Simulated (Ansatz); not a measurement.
## TiCo (Pm-3m) at 2 levels of theory

One geometry, relaxed with PBE; plane waves with PAW potentials in Ansatz, scalar-relativistic. Collinear spin, ending at 0.9 μB a primitive cell. Gaps are the least over mesh and band path; pressure is positive in compression.

```xyz
2
Lattice="2.9851 0.0000 0.0000 0.0000 2.9851 0.0000 0.0000 0.0000 2.9851" Properties=species:S:1:pos:R:3 pbc="T T T"
Ti    0.0000    0.0000    0.0000
Co    1.4925    1.4925    1.4925
```

| level | cutoff (eV) | k mesh | gap (eV) | pressure (GPa) | largest moment (μB) |
| --- | --- | --- | --- | --- | --- |
| PBE | 420 | 18×18×18 | 0 | 0.0 | 0.98 |

**Question.** What comes out on the same cell with r2SCAN?

**Answer.**
```json
{"level": "r2SCAN", "cutoff (eV)": "500", "k mesh": "18×18×18", "gap (eV)": "0", "pressure (GPa)": "0.5", "largest moment (μB)": "1.40"}
```

The state reached may not be the lowest one.

The structure comes from a generated guess; another structure or a mixture of phases may lie lower.
